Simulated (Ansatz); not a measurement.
TiAl₃ (D022 type, space group I4/mmm)

```
CELL_PARAMETERS angstrom
     -1.92294     1.92294     4.30997
      1.92294    -1.92294     4.30997
      1.92294     1.92294    -4.30997
ATOMIC_POSITIONS crystal
  Al 0.50000 0.50000 0.00000
  Al 0.75000 0.25000 0.50000
  Al 0.25000 0.75000 0.50000
  Ti 0.00000 0.00000 0.00000
```

In each cell atom 4 (Ti, nearest neighbour Al at 2.719 Å; its periodic images, 3.8 Å or more away, move with it) moves by s·(1.000, 0.000, 0.000) (along Cartesian x), the rest being held.

Method: PBE (plane waves to 420 eV, PAW, scalar-relativistic; Ansatz, a program for electronic structure). k mesh 14×14×14 (Γ-centred), Fermi-Dirac smearing 0.05 eV. The energy includes the smearing's −TS. With partly filled bands, energies and forces of such displacements shift with the k mesh and the smearing. TiAl3 is run without spin polarisation. TiAl3 was relaxed with its symmetry unable to fall. ΔE is measured from the undisplaced structure. The last digit holds for this mesh only.

| s (Å) | ΔE (meV/cell) |
|---|---|
| -0.270 | 355.2 |
| -0.216 | 227.0 |
| -0.162 | withheld |
| -0.108 | 56.6 |
| -0.054 | 14.1 |
| 0.000 | 0.0 |
| 0.054 | 14.1 |
| 0.108 | 56.6 |
| 0.162 | withheld |
| 0.216 | 227.0 |
| 0.270 | 355.2 |

Question: Fit an even polynomial form (powers 2, 4) to the given rows and predict ΔE at s = -0.162.

Answer: Least squares on the 9 given rows: ΔE = (4851)·s² + (291.2)·s⁴, in meV/cell with s in Å; root-mean-square residual 0.03 meV/cell. At -0.162 the fit gives 127.5 meV/cell; the calculation gives 127.5 meV/cell, the same to the digits shown. The quadratic term alone would give 127.3 meV/cell.

(For displaced atoms, the force is minus the slope of the energy, and its curvature is a force constant, which sets phonon frequencies.)
